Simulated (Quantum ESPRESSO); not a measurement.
```
CELL_PARAMETERS angstrom
      0.00000     2.63837     2.63837
      2.63837     0.00000     2.63837
      2.63837     2.63837     0.00000
ATOMIC_POSITIONS crystal
  P  0.75000 0.75000 0.75000
  Ga 0.00000 0.00000 0.00000
```

The PBEsol cell relaxed from Materials Project entry mp-2490 was given an isotropic strain of -3 % on all lattice vectors, and the atoms were relaxed again.

Task: What does norm-conserving PBEsol (Quantum ESPRESSO, 80 Ry, scalar-relativistic) give for the electronic structure near the Fermi level?

Result: The PBEsol gap is indirect, 1.28 eV, from Γ to 91 % of the way from Γ to X; the smallest direct gap is 2.54 eV. Spin-orbit splittings are left out.
